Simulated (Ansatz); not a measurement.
A plane-wave DFT run in Ansatz 0.2.0 (scalar-relativistic PAW potentials unless the input names others): input and command.

```yaml
crystal:
  lattice:
    - [-2.8490873543, 2.8490873543, 4.0424534268]
    - [2.8490873543, -2.8490873543, 4.0424534268]
    - [2.8490873543, 2.8490873543, -4.0424534268]
  atoms:
    - { symbol: Ca, position: [0.5, 0.5, 0.0] }
    - { symbol: Ca, position: [0.25, 0.75, 0.5] }
    - { symbol: Ca, position: [0.75, 0.25, 0.5] }
    - { symbol: Ti, position: [0.0, 0.0, 0.0] }
basis:
  ecutwfc: 420
kpoints:
  mp_grid: { grid: [14, 14, 14] }
hamiltonian:
  xc: pbe96
scf:
  occupations: { method: gaussian, width: 0.1 }
  max_iter: 60
output:
  forces: true
  eigenvalues: true
  stress: true
```

```bash
ansatz run input.yaml --threads 1 --pin off --max-ram 2560MiB --backend cpu --events-out ev --progress --plain --runs-dir out
```

What is wrong with this input?

The program refuses it, because of an unknown functional (hamiltonian.xc: "pbe" → "pbe96"). With the sound run's settings it is accepted.

Abridged log:
```
Error: YAML parse error: error: line 16 column 7: hamiltonian.xc: unknown variant `pbe96`, expected one of `lda`, `lda-pw`, `pw92`, `pbe`, `pbesol`, `rpbe`, `revpbe`, `blyp`, `pbe0`, `revpbe0`, `b3lyp`, `b3lyp5`, `hse06`, `wpbeh`, `hiss`, `lc_wpbe`, `cam_b3lyp`, `hf`, `r2scan`, `r2scanh`, `r2scan0`, `r2scan50`, `mr2scan`
  --> <input>:16:7
   |
14 |   mp_grid: { grid: [14, 14, 14] }
15 | hamiltonian:
16 |   xc: pbe96
   |       ^ hamiltonian.xc: unknown variant `pbe96`, expected one of `lda`, `lda-pw`, `pw92`, `pbe`, `pbesol`, `rpbe`, `revpbe`, `blyp`, `pbe0`, `revpbe0`, `b3lyp`, `b3lyp5`, `hse06`, `wpbeh`, `hiss`, `lc_wpbe`, `cam_b3lyp`, `hf`, `r2scan`, `r2scanh`, `r2scan0`, `r2scan50`, `mr2scan`
17 | scf:
18 |   occupations: { method: gaussian, width: 0.1 }
   |
```